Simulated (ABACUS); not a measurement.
ABACUS run on W (Im-3m, 2 atoms in the cell; from Materials Project mp-91, changed as shown): self-consistent single point.

All values come from this method and carry its errors: ABACUS with LDA (PW92), numerical atomic orbitals DZP (confined pseudo-atomic orbitals with Gaussian additions; energy shift 0.003 Ry), PseudoDojo 0.4 standard norm-conserving LDA (tails mended) pseudopotentials.

The change in words: lattice scaled by 1.02. Reference geometry (Im-3m):
```yaml
crystal:
  lattice:
    - [3.17032, 0.00000, 0.00000]
    - [0.00000, 3.17032, 0.00000]
    - [0.00000, 0.00000, 3.17032]
  atoms:
    - { symbol: W, position: [0.00000, 0.00000, 0.00000] }
    - { symbol: W, position: [0.50000, 0.50000, 0.50000] }
```

Reference input (self-consistent single point, DFT, LDA (PW92), numerical atomic orbitals DZP (confined pseudo-atomic orbitals with Gaussian additions; energy shift 0.003 Ry), PseudoDojo 0.4 standard norm-conserving LDA (tails mended) pseudopotentials): basis = DZP numerical atomic orbitals, energy shift 0.003 Ry; KPT = Gamma 14 14 14 0 0 0; basis_type = lcao; dft_functional = PWLDA; ecutwfc = 100 Ry; smearing_method = fd; smearing_sigma = 0.00734986 Ry; potentials = PseudoDojo 0.4 standard norm-conserving LDA (tails mended); symmetry = 1; symmetry_prec = 1e-05; ks_solver = genelpa; scf_nmax = 100. This run's input differs from it in these lines:

```diff
@@ -32,5 +32,5 @@
 LATTICE_VECTORS
-   3.1703200000    0.0000000000    0.0000000000
-   0.0000000000    3.1703200000    0.0000000000
-   0.0000000000    0.0000000000    3.1703200000
+   3.2337260000    0.0000000000    0.0000000000
+   0.0000000000    3.2337260000    0.0000000000
+   0.0000000000    0.0000000000    3.2337260000
```

Log, with long lists cut:

```
 SELF-CONSISTENT
 -------------------------------------------

                  longest orb rcut (Bohr) = 8.3
   longest nonlocal projector rcut (Bohr) = 2.06
                     search radius (Bohr) = 20.7

                          real space grid = [ 40, 40, 40 ]
                                 init_chg = atomic

 LCAO ALGORITHM --------------- ION=   1  ELEC=   1--------------------------------

 Density error is 0.0546660330449
 E_KohnSham     -303.6499247653      -4131.3691740792
 E_Fermi        1.5480697436         21.0625694143

 LCAO ALGORITHM --------------- ION=   1  ELEC=   2--------------------------------

   [... lines left out ...]

   [... 3 blocks of this kind left out ...]

 LCAO ALGORITHM --------------- ION=   1  ELEC=   6--------------------------------

 Density error is 1.82018989532e-07
 E_KohnSham     -303.6626836164      -4131.5427671539
 E_Fermi        1.5165698001         20.6339906965

 LCAO ALGORITHM --------------- ION=   1  ELEC=   7--------------------------------

 Density error is 8.10261306664e-09
 E_KohnSham     -303.6626836163      -4131.5427671531
 E_KS(sigma->0) -303.6614403362      -4131.5258514587
 E_entropy(-TS) -0.0024865603        -0.0338313888
 E_Fermi        1.5165697412         20.6339898950
 charge density convergence is achieved
 final etot is -4131.5427672 eV
 EFERMI = 20.633989895 eV

 STATE ENERGY(eV) AND OCCUPATIONS    NSPIN == 1
   [... 21 lines left out ...]

 TOTAL-FORCE (eV/Angstrom)
                        W1         0.0000000000         0.0000000000         0.0000000000
                        W2         0.0000000000         0.0000000000         0.0000000000

 TOTAL-STRESS (KBAR)
      -239.9756294843        -0.0000000000        -0.0000000000
        -0.0000000000      -239.9756294843         0.0000000000
        -0.0000000000         0.0000000000      -239.9756294843
 TOTAL-PRESSURE: -239.975629 KBAR

 --------------------------------------------
 !FINAL_ETOT_IS -4131.5427671531133456 eV
 --------------------------------------------
```

The run converged in 7 iterations. Against the reference run the free energy goes up by 102 meV/atom and the pressure goes from -8.77 to -24.00 GPa.

The atom-centred basis is finite, which shifts total energies and pressures against plane waves. The structure comes from a collection of computed structures, made at another level of theory; the collection holds predicted forms beside known ones. At this pressure the cell is far from its equilibrium volume at this level.

Cost on one core: about 14 core-seconds (a rough figure).

The atomic orbitals were generated for these runs; they are not ABACUS's published sets and were checked against plane waves on a few crystals only.

“Tails mended”: in these copies of the files the far tail of each local potential was reset to the Coulomb form.
